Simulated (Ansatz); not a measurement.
# BaZrO₃: do energies and stresses tell the same story?

These are results of DFT PBE, scalar-relativistic, plane waves, PAW (Ansatz), not measurements.

Plane waves to 420 eV, a k mesh through Γ of 6×6×6 on the computed 5-atom cell and Gaussian smearing (0.02 eV); no spin polarisation.

Relaxed cell: Pm-3m, a = 4.227 Å, b = 4.227 Å, c = 4.227 Å, α = 90.00°, β = 90.00°, γ = 90.00°, 5 atoms in the primitive cell. Whether it is the stable form of this composition wasn't checked.

Energies at zero smearing and pressures from the stress tensor, at volumes with shape and atoms relaxed:
| V (Å³/atom) | E − E(first) (meV/atom) | P (GPa) |
| --- | --- | --- |
| 14.201 | 0.00 | 10.62 |
| 14.654 | -21.65 | 4.88 |
| 15.107 | -28.41 | 0.01 |
| 15.560 | -22.40 | -4.13 |
| 16.013 | -5.62 | -7.66 |

**Question.** Check P = −dE/dV between neighbouring volumes, and get the bulk modulus from the pressures alone.

**Answer.** With 1 eV/Å³ = 160.2 GPa:
```
middle V (Å³/atom)  −ΔE/ΔV (GPa) mean P (GPa)
            14.427         7.654         7.749
            14.880         2.389         2.444
            15.334        -2.123        -2.064
            15.787        -5.931        -5.895
```

The two differ by 0.10 GPa at most. The mean of two end pressures misses the average over a step by about ΔV² P″/12, up to 0.08 GPa here; with that taken off 0.02 GPa remains. Around V = 15.107 Å³/atom, the two neighbours give B = −V ΔP/ΔV = 15.107 × 9.02 / 0.906 = 150.3 GPa, against B0 = 149.3 GPa from the Birch–Murnaghan fit of the energies.